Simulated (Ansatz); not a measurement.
## NiBi: a fit and a missing row

NiBi, Cmcm, a = 3.688 Å, b = 9.950 Å, c = 3.979 Å. The structure is a COD entry; whether it is the stable form wasn't checked. Ansatz: PBEsol, PAW, 420 eV, Γ-centred 12×12×10 mesh on 4 atoms, Gaussian smearing 0.10 eV; no spin polarisation. Shape and atoms are relaxed at each volume; pressure is positive in compression.

```
V (Å³/atom) P (GPa)
     16.062    18.57
     16.610    12.58
     17.158     7.58
     17.705     3.44
     18.253     0.00
     18.800    -2.83
     19.348        ?
     20.078    -7.39
```

Question: Take V0 = 18.253 Å³/atom, fit the third-order Birch–Murnaghan form to the other rows, and predict the missing pressure.

Answer: With the Eulerian strain f = ½[(V0/V)^(2/3) − 1] and y = P/[3f(1 + 2f)^(5/2)], the form is the line y = B0 + 1.5 B0 (B0′ − 4) f. Rows (f, y): 0.04449, 112.4; 0.03245, 110.4; 0.02105, 108.3; 0.01026, 106.2; -0.00975, 101.6; -0.03078, 93.8. Means f = 0.01129, y = 105.45; Σ(Δf)² = 0.003859, ΣΔfΔy = 0.9336; the slope is their ratio. y = 102.7 + 241.9 f GPa, so B0 = 102.7 GPa and B0′ = 4 + 2 × (241.9)/(3 × 102.7) = 5.57. At V = 19.348, f = -0.01905, y = 98.09 and P = -5.09 GPa. The run gave -5.13 GPa, so the fit is 0.04 GPa too high, within the rms miss on the fitted rows (0.09 GPa).

Spin polarisation was left out, and a magnetic state may lie lower. Spin–orbit coupling is left out, which can shift energies with elements as heavy as these.

Cost: 8 runs of about 31 core-minutes in all, on Arm Neoverse V1 (shared hosts).